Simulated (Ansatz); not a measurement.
ZrSe2 (anatase, space group No. 141) at seven volumes, the program Ansatz at the PBE level (PAW), shape and atoms relaxed at each. One row is withheld.

| V (Å³/atom) | P (GPa) |
|---|---|
| 24.710 | 3.90 |
| 25.525 | 2.29 |
| 26.339 | 1.02 |
| 27.154 | 0.00 |
| 27.969 | ? |
| 28.783 | -1.49 |
| 29.598 | -2.08 |

### Question
Fit the shown pressures and predict the withheld one.

### Answer
P = (3/2)B₀(x^(7/2) − x^(5/2))[1 + (3/4)(B′ − 4)(x − 1)] with x = (V₀/V)^(2/3). Least squares on the six rows gives V₀ = 27.147 Å³/atom, B₀ = 31.1 GPa, B′ = 6.11. At V = 27.969, x = 0.9803 and P = -0.85 GPa. The run itself gave -0.84 GPa.

Space group I4_1/amd (anatase). The cell is a constructed one: a structure type filled with these elements; neither database checked (COD, Materials Project) lists it. COD files the formula under space group No. 164, so this cell is another polymorph or a model. Whether it is the stable phase at ambient conditions was not checked. The cell was relaxed with PBE under the symmetry of its start; whether a distortion lowers the energy is not shown. The run is not spin-polarised.

Potentials: the later of the program's two PAW sets.
